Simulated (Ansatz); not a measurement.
Si$_{2}$H$_{2}$O$_{3}$:
```
Si2H2O3
1.0
    4.46596     2.57842     4.95418
   -4.46596     2.57842     4.95418
    0.00000    -5.15685     4.95418
Si H O
8 8 12
Cartesian
  0.44551   2.50237   8.33145
 -0.44551  -2.50237   6.53109
 -2.38987  -0.86536   8.33145
  2.38987   0.86536   6.53109
  1.94436  -1.63701   8.33145
 -1.94436   1.63701   6.53109
  0.00000   0.00000  10.13420
  0.00000   0.00000   4.72835
  0.67629   3.85881   8.81271
 -0.67629  -3.85881   6.04984
 -3.67997  -1.34372   8.81271
  3.67997   1.34372   6.04984
  3.00368  -2.51509   8.81271
 -3.00368   2.51509   6.04984
  0.00000   0.00000  11.58954
  0.00000   0.00000   3.27300
 -1.24915   0.88528   5.27036
  1.24915  -0.88528   9.59218
 -0.14210  -1.52443   5.27036
  0.14210   1.52443   9.59218
  1.39125   0.63915   5.27036
 -1.39125  -0.63915   9.59218
 -2.58173   0.53514   7.53758
  2.58173  -0.53514   7.32496
  0.82742  -2.50341   7.53758
 -0.82742   2.50341   7.32496
  1.75431   1.96827   7.53758
 -1.75431  -1.96827   7.32496
```

Relaxed with r²SCAN+D4.

Question: Map the electron localisation function on the plane through (0.094, 0.918, 0.767) spanned by u = [1, 1, 0] and v = [1, -1, 0] in lattice vectors, from r²SCAN+D4 (plane waves, PAW; program Ansatz).

Answer: x is the fraction of u, y of v (the angle between them is 90°; rows are the nearest grid lines); atoms in the plane: Si at (0.27, 0.86), Si at (0.77, 0.36), Si at (0.45, 0.13), Si at (0.95, 0.63), H at (0.00, 0.00), H at (0.50, 0.50), O at (0.08, 0.55), O at (0.58, 0.05).
```
|9999200000368777862177788622799830029999|
|9994000111158887751035676228999994006999|
|9960001221026877530012332029999997001799|
|0000024552130121000002343128999995000000|
|0000036773112565310057888622699930000000|
|3100014552158888762078667751011000012443|
|4200001221268766873178668862000000123454|
|2111100000268745885178888762000000112222|
|1567764100157888762023455420000011100201|
|6887887400003554224884100000013566641116|
|7874687510000111138998400000025678873027|
|6874687312541000289999930000036887887226|
|3678885259999810189999800000126887776103|
|0123320299999970017996000122102687753000|
|0001110399999970001341000233100255421000|
|1356774259999810000000003566324012110001|
|3788787412573000012200003676312688764103|
|4786688620000001234520000122126876687314|
|4787788620000001234510000000026873577414|
|1567776510000001101123453100026887787411|
|3221221000012333115178888630003677753123|
|9984000000256788730287468751000011113899|
|9997200000367888861286247741000000017999|
|9999200000368777862177788622799830029999|
```
Scale: ten equal steps from 0.004 (start of '0') to 1.00 (end of '9'), in the order '0123456789'; x runs from 0.000 to 1.00, y from 0.000 (bottom) to 1.00 (top).

The density is the valence pseudo-density with augmentation charge, so density and ELF within about 1 Å of a nucleus are not all-electron values.

Space group R-3. The workflow started from a Materials Project entry (that database holds measured and hypothetical structures alike); the Crystallography Open Database files this formula in space group No. 148, but the cells were not matched. Its standing as an ambient phase is unchecked. The cell was relaxed with r²SCAN+D4 under the symmetry of its start; its stability against distortions is not shown here.

Potentials: the later of the program's two PAW sets.
